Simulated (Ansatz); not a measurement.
VO2 (rutile)

```xyz
6
Lattice="4.5841 0.0000 0.0000 0.0000 4.5841 0.0000 0.0000 0.0000 2.8389" Properties=species:S:1:pos:R:3 pbc="T T T"
V      0.0000     0.0000     0.0000
V      2.2921     2.2921     1.4195
O      1.3753     1.3753     0.0000
O      3.6673     0.9168     1.4195
O      0.9168     3.6673     1.4195
O      3.2088     3.2088     0.0000
```

The relaxed cell is deformed in two ways at once: its volume V is scaled, and at that volume it is stretched along z (the c axis of the conventional cell) so that c/a changes. Fractional atomic positions are held.

The numbers are results of PBE (plane waves to 420 eV, PAW, scalar-relativistic; Ansatz, a first-principles code), not measurements. k mesh 10×10×16 (Γ-centred), Fermi-Dirac smearing 0.05 eV. Stress and pressure are positive under compression. The magnetisation changes by over a third across the map, so nothing is fitted. As the atoms are clamped, bonds stretch with the cell, which overstates energies and stresses. With partly filled bands, the response to shear is sensitive to the k mesh, so small differences along c/a are uncertain. Relaxed VO2 ends ferromagnetic. The PAW data are Ansatz's earlier set. This is a high-temperature form of VO2. VO2 is run spin-polarised and with no Hubbard U. VO2 was relaxed with its symmetry unable to fall. Other magnetic orders were not checked, so this need not be the ground state. The last digit holds for this mesh only.

Changes of σzz (GPa) from the point V/V₀ = 1.000, (c/a)/(c/a)₀ = 1.000 when one coordinate moves alone (two changes are said to add if the coupling is within 5 % of the smaller one, nearly so within 20 %):

```json
[
 {"point": "V/V₀ = 1.000, (c/a)/(c/a)₀ = 0.880", "change": "21.13"},
 {"point": "V/V₀ = 1.000, (c/a)/(c/a)₀ = 0.940", "change": "12.95"},
 {"point": "V/V₀ = 0.960, (c/a)/(c/a)₀ = 1.000", "change": "12.03"},
 {"point": "V/V₀ = 0.980, (c/a)/(c/a)₀ = 1.000", "change": "5.69"},
 {"point": "V/V₀ = 1.020, (c/a)/(c/a)₀ = 1.000", "change": "-5.11"},
 {"point": "V/V₀ = 1.040, (c/a)/(c/a)₀ = 1.000", "change": "-9.69"},
 {"point": "V/V₀ = 1.000, (c/a)/(c/a)₀ = 1.060", "change": "-10.52"},
 {"point": "V/V₀ = 1.000, (c/a)/(c/a)₀ = 1.120", "change": "-14.17"}
]
```

Question: What is the change at V/V₀ = 0.960, (c/a)/(c/a)₀ = 1.120, where both move, and how far is it from the sum?

Answer: The sum of the single changes is 12.03 + (-14.17) = -2.14; the calculation gives -4.80, so the coupling contributes -2.66 (over 20 % of the smaller single change, not additive).

Question: What is the change at V/V₀ = 1.020, (c/a)/(c/a)₀ = 1.120, where both move, and how far is it from the sum?

Answer: The sum of the single changes is -5.11 + (-14.17) = -19.28; the calculation gives -18.09, so the coupling contributes 1.19 (over 20 % of the smaller single change, not additive).

Question: What is the change at V/V₀ = 0.960, (c/a)/(c/a)₀ = 0.940, where both move, and how far is it from the sum?

Answer: The sum of the single changes is 12.03 + (12.95) = 24.98; the calculation gives 25.46, so they add (within 5 % of the smaller single change).

(A scan under strain: stresses follow from slopes of the energy per volume, elastic moduli from its curvatures.)
